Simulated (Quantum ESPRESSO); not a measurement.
## RhMo6Al (a guest atom moved from site to site)

Computed values, not a measurement. The program is pw.x of Quantum ESPRESSO 7.5 (plane-wave density functional theory). The cell is made up: eight metal atoms on a face-centred cubic lattice, with elements, volume, strain and displacements drawn at random and not relaxed, so it may be unstable or far from any real phase. PseudoDojo standard norm-conserving files set the functional (PBE unless stated); there is no spin polarisation or spin-orbit coupling, the Fermi-Dirac width of 0.25 eV means electrons at about 2900 K, and the masses in the input are unused placeholders. A spin test at this wide smearing found no moment, but such smearing suppresses magnetism that the real alloy may have.

The runs move one Rh atom among sites that otherwise hold Mo. Cell, positions, cutoff, mesh and smearing stay as in the input of run 1; sites are counted in its order. Stress in the tables is positive in tension.

Input of run 1:

```
&control calculation='scf', pseudo_dir='./dojo.nc.sr.pbe.v0_5.standard.upf', outdir='./o', disk_io='minimal', tprnfor=.true., tstress=.true. /
&system ibrav=0, nat=8, ntyp=3, nbnd=69, ecutwfc=87.97787729, nosym=.true., tot_charge=0,
 occupations='smearing', smearing='fd', degauss=0.0183746611
/
&electrons conv_thr=1.470e-08, electron_maxstep=70, mixing_beta=0.5 /
ATOMIC_SPECIES
Al 1.0 Al.upf
Mo 1.0 Mo.upf
Rh 1.0 Rh.upf
CELL_PARAMETERS angstrom
0.0 -1.9496 -1.9496
0.0 3.8993 -3.8993
7.7987 0.0 0.0
ATOMIC_POSITIONS angstrom
Rh -0.0481 -0.0765 -0.0157
Mo 3.7898 0.0386 -0.1367
Mo -0.011 1.9808 -1.8972
Mo 3.8552 1.7956 -1.9496
Mo 2.0354 -0.1245 -1.9919
Al 5.9174 0.0425 -1.8034
Mo 1.9614 2.0631 -3.9833
Mo 5.9302 1.9309 -3.9802
K_POINTS automatic
8 4 3 1 1 1
```

| run | elements on sites 1 to 8 | free energy less that of run 1 (eV) | -TS (eV) | pressure (GPa) | stress xx (GPa) | stress yy (GPa) | stress zz (GPa) | stress yz (GPa) | stress xz (GPa) | stress xy (GPa) | iterations |
| --- | --- | --- | --- | --- | --- | --- | --- | --- | --- | --- | --- |
| 1 | Rh Mo Mo Mo Mo Al Mo Mo | 0.000 | -1.680 | 19.34 | -18.50 | -19.71 | -19.82 | 1.44 | 2.17 | -1.46 | 20 |
| 2 | Mo Mo Rh Mo Mo Al Mo Mo | 0.279 | -1.728 | 20.25 | -19.26 | -20.08 | -21.42 | -0.95 | -1.57 | 1.65 | 19 |
| 3 | Mo Mo Mo Rh Mo Al Mo Mo | 0.070 | -1.654 | 19.84 | -19.36 | -19.10 | -21.07 | 0.02 | 1.38 | -2.68 | 20 |
| 4 | Mo Mo Mo Mo Rh Al Mo Mo | -0.093 | -1.672 | 18.93 | -19.03 | -18.70 | -19.06 | 2.47 | -0.88 | 0.45 | 20 |
| 5 | Mo Mo Mo Mo Mo Al Mo Rh | 0.248 | -1.718 | 20.01 | -23.87 | -17.58 | -18.59 | -2.33 | 1.06 | -0.43 | 20 |

Forces Fx Fy Fz (eV/Å):

| site | run 1 | run 2 | run 3 | run 4 | run 5 |
| --- | --- | --- | --- | --- | --- |
| 1 | 0.44 0.79 -0.54 | 0.89 0.67 -0.17 | 0.43 0.77 -0.51 | 1.33 0.84 -0.41 | 0.44 0.29 -0.03 |
| 2 | 3.14 -1.30 1.58 | 3.42 -1.27 1.76 | 2.43 -1.35 1.57 | 2.34 -1.46 1.67 | 3.12 -1.25 1.74 |
| 3 | 0.79 -0.08 0.08 | 0.05 -0.53 0.12 | 0.44 -0.42 0.50 | 0.88 -0.14 0.23 | 0.26 -0.08 -0.06 |
| 4 | 1.63 1.89 -1.58 | 1.66 1.74 -1.45 | 1.23 1.52 -1.22 | 0.76 1.84 -1.43 | 1.56 1.76 -1.41 |
| 5 | -3.39 0.98 -0.95 | -3.52 1.40 -1.52 | -1.54 1.64 -1.46 | -2.29 1.55 -1.20 | -2.62 1.43 -1.49 |
| 6 | 0.15 -0.06 -0.91 | 0.03 0.45 -1.60 | -1.12 0.47 -1.49 | -0.77 0.16 -1.35 | -0.58 -0.28 -1.18 |
| 7 | -1.36 -1.29 1.39 | -1.32 -1.81 1.93 | 0.62 -1.84 1.83 | -0.06 -1.75 1.60 | -0.55 -1.63 1.74 |
| 8 | -1.38 -0.93 0.93 | -1.23 -0.65 0.94 | -2.50 -0.78 0.78 | -2.20 -1.03 0.89 | -1.62 -0.25 0.69 |

The sites are displaced and not relaxed, so the energy differences mix bonding between neighbours with strain and are not ordering energies. A rerun of one cell of this series at a higher cutoff and on a denser mesh moved values by no more than 0.007 eV in energy, 0.23 GPa in stress and 0.018 eV/Å in force, and a second program with other atomic files agreed on that cell to 2 % rms in force and 0.5 GPa in pressure.